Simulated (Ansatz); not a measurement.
According to the program Ansatz at the PBEsol level (PAW), BaTiHO₂ in the tetragonal phase (P4/mmm; Ba on 1d, Ti on 1a, O on 2f, H on 1b) relaxes to a = 3.994 Å, c = 3.914 Å. Ba has 12 nearest neighbours from 2.80 Å (cuboctahedral); Ti has 6 nearest neighbours from 1.96 Å (octahedral). Against the elements it lies at -2.28 eV/atom, with no fitted shifts.

Electronic character: metallic (no gap). The magnetic state found is ferromagnetic. The net moment is 0.12 μB per atom.

An equation-of-state fit gives a bulk modulus of 126 GPa.

The start of the workflow was typed in or built on a structure type; neither database checked (COD, Materials Project) lists it. Whether it is the stable phase at ambient conditions was not checked. The cell was relaxed with PBEsol under the symmetry of its start; whether a distortion lowers the energy is not shown. Spin order of the final state: ferromagnetic, chosen from 4 collinear starts compared on coarse meshes (ties went to the first, and starts can fall back to one state), not a proven ground state. No Hubbard U is applied. The compound may be a true metal, but semilocal functionals without U, or a wrong spin order, can also close a gap. The references are the lowest solids computed at this level, not always the standard phases (solids in place of the gases). Scalar-relativistic: spin–orbit coupling is off unless named, which matters more the heavier the elements.

Potentials: the later of the program's two PAW sets.
